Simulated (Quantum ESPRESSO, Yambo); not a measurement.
For TiCdO$_{3}$ (space group R-3, No. 148), Yambo gives the independent-particle static dielectric constant along x as 6.22 on PBEsol bands and 5.25 after a scissor of 1.44 eV widens every gap (4×4×4 mesh, 119 bands, 3 Ry local-field block, 0.2 eV broadening). Axes are Cartesian, with cell vectors (Å) (2.63, 1.52, 4.97), (-2.63, 1.52, 4.97), (0.00, -3.04, 4.97).

A scissor keeps the position matrix elements. In a one-oscillator model, how does ε − 1 scale, and what mean transition energy do the two values imply?

Each transition adds |r|²/E to ε − 1, so ε − 1 ∝ 1/(E0 + Δ). Then (5.25 − 1)/(6.22 − 1) = E0/(E0 + Δ) = 0.814, and E0 = Δ(ε' − 1)/(ε − ε') = 6.3 eV. The computed Im ε, weighted by 1/E up to 20 eV, has its mean at 6.8 eV; the smallest direct PBEsol gap is 3.07 eV. The scissor comes from a G0W0 run whose convergence isn't established. Convergence of the RPA response with its 4×4×4 mesh was not tested.

Bands from Quantum ESPRESSO.

Spin-orbit coupling is not included.

Geometry of the Materials Project entry, not relaxed at this level; primitive cell a = 5.8231 Å, b = 5.8231 Å, c = 5.8231 Å, α = 53.70°, β = 53.70°, γ = 53.70°.
